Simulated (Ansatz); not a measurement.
Sheets of one type (buckled honeycomb), plane-wave PAW r²SCAN+D4 (Ansatz code); HSE06 gaps on those cells.

| layer | a (Å) | thickness (Å) |
|---|---|---|
| Ru | 3.521 | 1.05 |
| Pt | 4.039 | 0.69 |
| Cu | 2.452 | 2.08 |
| Co | 2.419 | 1.92 |
| Pd | … | … |
| Mo | 3.085 | 1.61 |

Fill in the missing entries.


- Pd, a (Å): 2.665
- Pd, thickness (Å): 2.33

Spin orders computed, not proven ground states: Ru, buckled honeycomb layer ferromagnetic; Pt, buckled honeycomb layer ferromagnetic; Co, buckled honeycomb layer ferromagnetic; Pd, buckled honeycomb layer ferromagnetic. Began spin-polarised and lost the moments: Mo, buckled honeycomb layer. All cells were relaxed under the symmetry of their starts (and spin orders); stability against distortions was not tested throughout. Rows with no word on spin ran without spin polarisation. Scalar-relativistic: spin–orbit coupling is off unless named, which matters more the heavier the elements. Constructed layers (a layer type filled with these elements): Ru, buckled honeycomb layer; Pt, buckled honeycomb layer; Cu, buckled honeycomb layer; Co, buckled honeycomb layer; Pd, buckled honeycomb layer; Mo, buckled honeycomb layer.

Potentials: the later of the program's two PAW sets.
